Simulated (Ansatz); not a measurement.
SnO2 (rutile)

```xyz
6
Lattice="4.7585 0.0000 0.0000 0.0000 4.7585 0.0000 0.0000 0.0000 3.2001" Properties=species:S:1:pos:R:3 pbc="T T T"
Sn     0.0000     0.0000     0.0000
Sn     2.3793     2.3793     1.6001
O      1.4556     1.4556     0.0000
O      3.8349     0.9236     1.6001
O      0.9236     3.8349     1.6001
O      3.3029     3.3029     0.0000
```

Grid over V/V₀ and (c/a)/(c/a)₀, subscript 0 meaning the relaxed cell; the conventional c axis lies along z; no internal relaxation.

Method: r2SCAN (plane waves to 500 eV, PAW, scalar-relativistic; Ansatz, an electronic-structure program). k mesh 7×7×10 (Γ-centred), Fermi-Dirac smearing 0.05 eV. Energies are smeared free energies. As the atoms are clamped, bonds stretch with the cell, which overstates energies and stresses. SnO2 was relaxed with its symmetry unable to fall. The PAW data are Ansatz's earlier set. ΔE is measured from the relaxed starting cell.

```csv
ΔE (eV/atom),V/V₀ = 0.920,V/V₀ = 0.960,V/V₀ = 1.000,V/V₀ = 1.040,V/V₀ = 1.080
(c/a)/(c/a)₀ = 0.880,0.2204,0.1461,?,0.0978,0.1111
(c/a)/(c/a)₀ = 0.940,0.1060,0.0479,0.0240,0.0273,0.0524
(c/a)/(c/a)₀ = 1.000,0.0610,?,0.0000,0.0121,0.0449
(c/a)/(c/a)₀ = 1.060,0.0679,?,0.0192,0.0361,0.0731
(c/a)/(c/a)₀ = 1.120,0.1136,0.0758,0.0693,0.0876,0.1256
```

Problem. Complete the blanks.

Solution. 
- (c/a)/(c/a)₀ = 0.880, V/V₀ = 1.000: 0.1075
- (c/a)/(c/a)₀ = 1.000, V/V₀ = 0.960: 0.0141
- (c/a)/(c/a)₀ = 1.060, V/V₀ = 0.960: 0.0276

(A scan under strain: stresses follow from slopes of the energy per volume, elastic moduli from its curvatures.)
